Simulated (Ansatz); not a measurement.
A generated cell, not matched to a known phase here, of HfZn2: Cmcm (No. 63), oS12; a = 3.972 Å, b = 11.796 Å, c = 4.140 Å, α = 90.00°, β = 90.00°, γ = 90.00°; Zn 4c (0.000, 0.097, 0.250); Zn 4c (0.000, 0.748, 0.250); Hf 4c (0.000, 0.411, 0.250). These are PBEsol (plane waves to 420 eV, PAW, scalar-relativistic; Ansatz, a program for electronic structure) values and carry that method's errors. Element references, the lowest calculated here: Hf (P6₃/mmc), Zn (P6₃/mmc).

What is the computed formation energy of this Cmcm form of HfZn2 from the elements (PBEsol)?

-0.13 eV/atom.

A lower structure of this composition may exist.

Static energies, no anion corrections, no zero-point energy. Values are rounded to 0.01 eV/atom. Not shown to be the ambient phase of their composition (a lower form may be missing, and a cell relaxed within its start's symmetry can be a saddle point): HfZn2 (Cmcm). Spin-orbit coupling is missing from these energies, which matters for elements this heavy. The compounds carry no spin polarisation.
